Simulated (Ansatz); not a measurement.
Trial structure of Li₂Nb, not yet relaxed:

```xyz
6
Lattice="0.0000 3.4899 3.4899 3.4899 0.0000 3.4899 3.4899 3.4899 0.0000" Properties=species:S:1:pos:R:3 pbc="T T T"
Li    2.6174    0.8725    2.6174
Li    2.6174    2.6174    0.8725
Li    0.8725    2.6174    2.6174
Li    0.8725    0.8725    0.8725
Nb    5.2349    5.2349    5.2349
Nb    3.4899    3.4899    3.4899
```

Method: DFT PBE, scalar-relativistic, plane waves, PAW in Ansatz. Settings: cutoff 420 eV, Γ-centred mesh 4×4×4 on the computed 6-atom cell, Gaussian smearing of 0.10 eV; no spin polarisation.

The zero of energy is the elements' standard structures at the same level; no fitted shifts are applied.

Question: Estimate its pressure, forces and energy as it stands.

Answer: The pressure is 5.1 GPa (it wants to expand), the largest force is 0.00 eV/Å (symmetry fixes the atoms), and the energy is +0.56 eV/atom against the elements. The shortest distance is 2.47 Å.

Question: How much does it gain on relaxing, and where does it end?

Answer: Relaxing gains under 0.1 eV/atom (the start's value is from the coarse mesh, so the gain is rough) in 8 ionic steps and ends at +0.52 eV/atom on the finer mesh. The symmetry stays Fd-3m (No. 227). The end has the cubic Laves (C15) type. The volume per atom grows by 7.4 %, from 14.2 to 15.2 Å³. The shortest distance goes from 2.47 Å (Li–Li) to 2.53 Å (Li–Li). Conventional cell: a = 7.148 Å. Li is surrounded by 6 Li at 2.53 Å and 6 Nb at 2.96 Å; Nb is surrounded by 12 Li at 2.96 Å and 4 Nb at 3.10 Å.

The last run used collinear spin, a 10×10×10 mesh for its 6-atom cell and Gaussian smearing of 0.10 eV. Another magnetic order may lie lower. The relaxation can't lower the symmetry of the start. Symmetry constrained the relaxation, so the result can be a saddle point. Another cell of Li2Nb relaxed alike but without spin, in P6/mmm, lies 48 meV/atom lower, so this cell isn't the stable form at this level.
